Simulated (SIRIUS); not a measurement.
Consider a self-consistent single point of ZnS (F-43m, 8 atoms in the cell; from Materials Project mp-10695, changed as shown).

```
ZnS
1.0
    5.27962     0.00000     0.00000
    0.00000     5.27962     0.00000
    0.00000     0.00000     5.27962
Zn S
4 4
Cartesian
  0.00000   0.00000   0.00000
  0.00000   2.63981   2.63981
  2.63981   0.00000   2.63981
  2.63981   2.63981   0.00000
  1.31991   1.31991   3.95972
  1.31991   3.95972   1.31991
  3.95972   1.31991   1.31991
  3.95972   3.95972   3.95972
```

Method: PBE, SSSP 1.1.2 efficiency PBE pseudopotentials (plane waves; SIRIUS 7.12.0).

SIRIUS settings:

| setting | value |
|---|---|
| parameters.ngridk | 4 4 4 |
| parameters.xc_functionals | [XC_GGA_X_PBE, XC_GGA_C_PBE] |
| parameters.gk_cutoff | 8.062 1/bohr |
| parameters.pw_cutoff | 25.496 1/bohr |
| parameters.smearing | fermi_dirac |
| parameters.smearing_width | 0.000367493 Ha |
| potentials | SSSP 1.1.2 efficiency PBE pseudopotentials |
| parameters.electronic_structure_method | pseudopotential |
| parameters.num_bands | 62 |
| parameters.num_mag_dims | 0 |
| parameters.num_dft_iter | 100 |
| parameters.energy_tol | 1e-07 Ha |
| parameters.density_tol | 1e-06 |
| mixer.type | anderson |
| mixer.beta | 0.7 |
| mixer.use_hartree | true |

Results:

* **Number of valence electrons**: 104
* **Number of bands**: 62
* **Number of k-points after the program's reduction**: 10
* **Number of plane waves (most at a k-point)**: 8836
* **Number of SCF iterations**: 14
* **FFT grid**: 90 × 90 × 90
* **Free energy E − TS**: -26436.6800 eV
* **Top of the valence band (on the code's own zero)**: 7.76 eV
* **Gap on the k-point mesh**: 2.41 eV
* **Pressure**: 7.84 GPa

Stress (GPa, positive for compression):
```
7.84  0.00  0.00
0.00  7.84  0.00
0.00  0.00  7.84
```

The gap is read on the k-point mesh of the run and can differ from the gap over the whole zone at this level.

For comparison: a first run was changed to give this one (lattice scaled by 0.98), and from it to this one the free energy goes up by 36.3 meV/atom, the pressure goes from 2.33 to 7.84 GPa and the gap on the mesh goes from 2.145 to 2.412 eV.

The structure comes from a collection of computed structures, made at another level of theory; the collection holds predicted forms beside known ones.

Cost on one core: very roughly 2.7 core-minutes.
